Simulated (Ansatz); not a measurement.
# Ansatz 0.2.0, relaxation: TlPt

The input file (Ansatz 0.2.0, plane waves):

```yaml
crystal:
  lattice:
    - [2.823664, 4.890727, 0.0]
    - [-2.823664, 4.890727, 0.0]
    - [0.0, 0.0, 4.674033]
  atoms:
    - { symbol: Tl, position: [0.5, 0.5, 0.0] }
    - { symbol: Tl, position: [0.5, 0.0, 0.0] }
    - { symbol: Tl, position: [0.0, 0.5, 0.0] }
    - { symbol: Pt, position: [0.0, 0.0, 0.0] }
    - { symbol: Pt, position: [0.3333, 0.3334, 0.5] }
    - { symbol: Pt, position: [0.6666, 0.6667, 0.5] }
  symmetry: { tolerance: 0.0003 }
kpoints:
  mp_grid: { grid: [5, 5, 5], shift: [0, 0, 0] }
magnetization:
  noncollinear: true
  spin_orbit: true
scf:
  occupations: { method: fermi_dirac }
  lower_state_search: "off"
hamiltonian:
  pseudopotentials: { kind: paw_fr }
  xc: pbe
basis:
  ecutwfc: 420
  fft_grid_basis: typed
relax:
  max_steps: 40
  cell: { p_target: 5.0 }
output:
  forces: true
  stress: true
  eigenvalues: true
  bader: true
  populations: true
  elf: true
  write_potential: true
  volumetric_format: npy
  dos:
    e_range: [-12, 8]
    de: 0.05
    projected: { site_lists: { Pt: [Pt], Tl: [Tl] } }
    method: { smearing: { sigma: 0.1, scheme: gaussian } }
  write_density: true
checkpoint:
  read: saved_state
```

Launch command:

```bash
ansatz run input.yaml --threads 2 --pin off --max-ram 3584MiB --backend cpu --events-out ev --progress --plain --runs-dir out
```

Origin of the cell: a database entry, scaled a little.

The smearing width isn't typed, so it takes its default of 0.1 eV.

The saved state is a converged single point of the same cell.

Excerpt of the output:

```
SCF iter   1: F=—  HF=-72108.404284 eV  Δρ=2.88e-3  dr2=3.90e-3  dr2_m=0.00e0 (ungated)  |M|=0.00e0 ∫|m|=0.00e0 μB
SCF iter   2: F=—  HF=-72108.407618 eV  Δρ=2.03e-3  dr2=1.86e-3  dr2_m=0.00e0 (ungated)  |M|=0.00e0 ∫|m|=0.00e0 μB
SCF iter   3: F=—  HF=-72108.411154 eV  Δρ=2.70e-4  dr2=1.63e-4  dr2_m=0.00e0 (ungated)  |M|=0.00e0 ∫|m|=0.00e0 μB
SCF iter   4: F=—  HF=-72108.411172 eV  Δρ=1.28e-4  dr2=1.76e-5  dr2_m=0.00e0 (ungated)  |M|=0.00e0 ∫|m|=0.00e0 μB
SCF iter   5: F=—  HF=-72108.411353 eV  Δρ=4.46e-5  dr2=3.58e-6  dr2_m=0.00e0 (ungated)  |M|=0.00e0 ∫|m|=0.00e0 μB
SCF iter   6: F=—  HF=-72108.411354 eV  Δρ=1.17e-5  dr2=3.73e-7  dr2_m=0.00e0 (ungated)  |M|=0.00e0 ∫|m|=0.00e0 μB
SCF iter   7: F=-72108.411354 eV  HF=-72108.411354 eV  Δρ=4.81e-6  dr2=8.60e-8  dr2_m=0.00e0 (ungated)  |M|=0.00e0 ∫|m|=0.00e0 μB
relax step   1: F+E_penalty+E_count = -72108.411354 eV  Δ(F+E_penalty+E_count) = +0.000e0 eV  max|allowed force component| = 1.118e-17 eV/Å  Δτ_max = 0.0000 Å  P = +9.466 GPa  Ω = 129.095 Å³ […]
relax step   2: F+E_penalty+E_count = -72109.103304 eV  Δ(F+E_penalty+E_count) = -6.920e-1 eV  max|allowed force component| = 3.585e-17 eV/Å  Δτ_max = 0.0000 Å  P = +2.489 GPa  Ω = 137.507 Å³ […]
relax step   3: F+E_penalty+E_count = -72109.222206 eV  Δ(F+E_penalty+E_count) = -1.189e-1 eV  max|allowed force component| = 1.619e-17 eV/Å  Δτ_max = 0.0000 Å  P = +4.972 GPa  Ω = 135.212 Å³ […]
relax step   4: F+E_penalty+E_count = -72109.246118 eV  Δ(F+E_penalty+E_count) = -2.391e-2 eV  max|allowed force component| = 1.715e-17 eV/Å  Δτ_max = 0.0000 Å  P = +5.963 GPa  Ω = 135.063 Å³ […]
relax step   5: F+E_penalty+E_count = -72109.327583 eV  Δ(F+E_penalty+E_count) = -8.146e-2 eV  max|allowed force component| = 2.429e-17 eV/Å  Δτ_max = 0.0000 Å  P = +4.369 GPa  Ω = 137.600 Å³ […]
relax step   6: F+E_penalty+E_count = -72109.300010 eV  Δ(F+E_penalty+E_count) = +2.757e-2 eV  max|allowed force component| = 2.313e-17 eV/Å  Δτ_max = 0.0000 Å  P = +4.994 GPa  Ω = 136.641 Å³ […]
relax step   7: F+E_penalty+E_count = -72109.308018 eV  Δ(F+E_penalty+E_count) = -8.008e-3 eV  max|allowed force component| = 1.677e-17 eV/Å  Δτ_max = 0.0000 Å  P = +5.079 GPa  Ω = 136.641 Å³  stress off target by 1.36e-1 GPa […]
relax step   8: F+E_penalty+E_count = -72109.315930 eV  Δ(F+E_penalty+E_count) = -7.912e-3 eV  max|allowed force component| = 2.718e-17 eV/Å  Δτ_max = 0.0000 Å  P = +5.012 GPa  Ω = 136.885 Å³ […]
relax step   9: F+E_penalty+E_count = -72109.316055 eV  Δ(F+E_penalty+E_count) = -1.254e-4 eV  max|allowed force component| = 2.679e-17 eV/Å  Δτ_max = 0.0000 Å  P = +5.011 GPa  Ω = 136.885 Å³  stress off target by 2.16e-2 GPa […]
SCF 9 converged in 7 iterations: F = -72109.316055 eV  dr2 = 3.74e-12
basis re-selected at this cell: Δ(F+E_penalty+E_count) = -1.254e-4 eV, ΔP = -0.000 GPa vs the last step (what re-selecting the basis moved, of the pressure what is left beyond the Pulay corre […]
SCF converged after 7 iterations
Magnetization: |M| = 0.0000 μB,  M = (+0.0000, +0.0000, +0.0000) μB
Absolute magnetization: 0.0000 μB (∫|m|)
  site 0: m = (+0.0000, +0.0000, +0.0000) μB, |m| = 0.0000 μB  (R = 1.13 Å)
  site 1: m = (+0.0000, +0.0000, +0.0000) μB, |m| = 0.0000 μB  (R = 1.13 Å)
  site 2: m = (+0.0000, +0.0000, +0.0000) μB, |m| = 0.0000 μB  (R = 1.13 Å)
  site 3: m = (+0.0000, +0.0000, +0.0000) μB, |m| = 0.0000 μB  (R = 1.27 Å)
  site 4: m = (+0.0000, +0.0000, +0.0000) μB, |m| = 0.0000 μB  (R = 1.13 Å)
  site 5: m = (+0.0000, +0.0000, +0.0000) μB, |m| = 0.0000 μB  (R = 1.13 Å)
Free energy (F): -72109.316055 eV
Harris-Foulkes:  -72109.316055 eV  (|F-HF|=0.00e0)
Internal energy: -72109.168620 eV  (E = F + TS)
E sigma→0 (E₀):  -72109.242338 eV
Entropy (-TS):   -0.147435 eV (-24.573 meV/atom)
Fermi energy:    13.448661 eV
--- Per-component energies (eV) ---
  E_band       = -752.520397
  E_kinetic    = 2934.253328
  E_local      = -9325.580209  (includes V_loc(G=0)·N_el)
  E_nonlocal   = 1519.266557
  E_hartree    = 3572.109396
  E_xc         = -1472.532906
  E_vxc        = -1330.533707  (∫ρ·V_xc dr)
  E_paw        = -59059.714844  (= ΣΔE_a)
  E_vpaw       = -1694.145756  (= ΣTr[D̂ρ^β])
  E_aug_tail   = 0.000574  (compensation charges beyond the density's cutoff)
  E_ewald      = -10276.970516
  E_smearing   = -0.147435  (= −TS)
  Σ components = -72109.316055   (vs F -72109.316055, Δ=0.00e0)
--- Forces (eV/Å), atoms counted from 1 ---
  atom   1  Tl     0.000000    -0.000000     0.000000
  atom   2  Tl    -0.000000     0.000000     0.000000
  atom   3  Tl    -0.000000     0.000000    -0.000000
  atom   4  Pt     0.000000    -0.000000     0.000000
  atom   5  Pt     0.000000     0.000000     0.000000
  atom   6  Pt     0.000000    -0.000000    -0.000000
  max |Σ_I F_I| component: 5.78e-18 eV/Å
--- Stress (GPa, compression-positive) ---
        5.021633       0.000000      -0.000000
        0.000000       5.021633      -0.000000
       -0.000000      -0.000000       4.990154
  P = ⅓ Tr σ = 5.0111 GPa (50.111 kbar)
--- Relaxed structure (7 steps of the walk, 7 accepted, 2 SCFs on fresh bases) ---
  F+E_penalty+E_count = -72109.316055 eV   max|allowed force component| = 2.679e-17 eV/Å   (the final SCF, on the basis selected at the relaxed cell)
  cell:  # Å, volume = 136.8852 Å³
    - [3.090667, 5.353193, -1.844e-18]
    - [-3.090667, 5.353193, -1.844e-18]
    - [0.0, -1.763e-18, 4.136771]
  atoms:
    - { symbol: Tl, position: [0.5, 0.5, 0.0] }
    - { symbol: Tl, position: [0.5, -5.551e-17, 0.0] }
    - { symbol: Tl, position: [-5.551e-17, 0.5, 0.0] }
    - { symbol: Pt, position: [2.313e-17, 5.082e-19, 0.0] }
    - { symbol: Pt, position: [0.333333, 0.333333, 0.5] }
    - { symbol: Pt, position: [0.666667, 0.666667, 0.5] }
--- Löwdin populations: 6 sites ---
  site symbol       q [e]
     0     Tl     13.1835
     1     Tl     13.1835
     2     Tl     13.1835
     3     Pt     17.8608
     4     Pt     17.6762
     5     Pt     17.6762
  spilling = 0.002541 (of n_electrons = 93.000000)
--- Bader charges: 6 sites ---
  site symbol  charge [e]  shift [e]  m_x [muB]  m_y [muB]  m_z [muB]
     0     Tl      0.3954     0.0002     0.0000     0.0000     0.0000
     1     Tl      0.3954     0.0002     0.0000     0.0000     0.0000
     2     Tl      0.3954     0.0002     0.0000     0.0000     0.0000
     3     Pt     -0.3825     0.0000     0.0000     0.0000     0.0000
     4     Pt     -0.4018     0.0003     0.0000     0.0000     0.0000
     5     Pt     -0.4019     0.0003     0.0000     0.0000     0.0000
  estimated error of the sums over rays = 5.2e-4 e
```

Before:

Space group P6/mmm (No. 191); the run's cell has a = 5.647 Å, b = 5.647 Å, c = 4.674 Å, α = 90.00°, β = 90.00°, γ = 60.00°. Shortest distances: Tl–Tl 2.82 Å, Pt–Tl 2.82 Å, Pt–Pt 3.26 Å.

After:

Space group P6/mmm (No. 191); the run's cell has a = 6.181 Å, b = 6.181 Å, c = 4.137 Å, α = 90.00°, β = 90.00°, γ = 60.00°. Shortest distances: Pt–Tl 2.73 Å, Tl–Tl 3.09 Å, Pt–Pt 3.57 Å.

| Item | Value |
| --- | --- |
| Enthalpy lowered by | 110.3 meV/atom |
| Volume change | 6.03 % |
| Final pressure | 5.01 GPa |
| Relaxation steps listed | 9 |
| Gap on the mesh | none (metal) |

Caveats: no moments, though an odd count or open d shells may carry them; the k mesh is coarse if the cell is a metal; the relaxation held the start's symmetry, so the end may be a saddle point.

It ran for 7.7 min on 2 threads of Arm Neoverse N1, with other jobs on the host, peak memory 0.98 GiB, from a saved density.
